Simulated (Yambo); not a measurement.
BaTiO$_{3}$ (space group Amm2, No. 38), G0W0@LDA (Yambo, plasmon pole, terminator in G, 4×4×4 mesh): gap (-0.5, -0.5, -0.5) → Γ in eV by bands and screening block.

| bands (W and G) | 2 Ry | 3 Ry | 5 Ry | 6 Ry | 8 Ry |
|---|---|---|---|---|---|
| 35 | 4.87 | 4.47 | 4.06 | 4.03 | ? |
| 52 | 4.66 | 4.26 | ? | 3.87 | 3.83 |
| 74 | 4.62 | ? | 3.86 | 3.84 | 3.83 |
| 101 | 4.60 | 4.19 | 3.84 | 3.82 | 3.82 |
| 128 | 4.60 | 4.19 | 3.83 | 3.82 | 3.82 |

Task: Estimate the withheld gaps from their neighbours; the computed values follow.

Result: 
- 35, 8 Ry: 3.96
- 52, 5 Ry: 3.90
- 74, 3 Ry: 4.21

The largest settings aren't shown to be the converged limit.

Geometry of the Materials Project entry, not relaxed at this level; primitive cell a = 3.983 Å, b = 4.057 Å, c = 4.057 Å, α = 89.75°, β = 90.00°, γ = 90.00°.

This is not the ordinary phase of the substance.
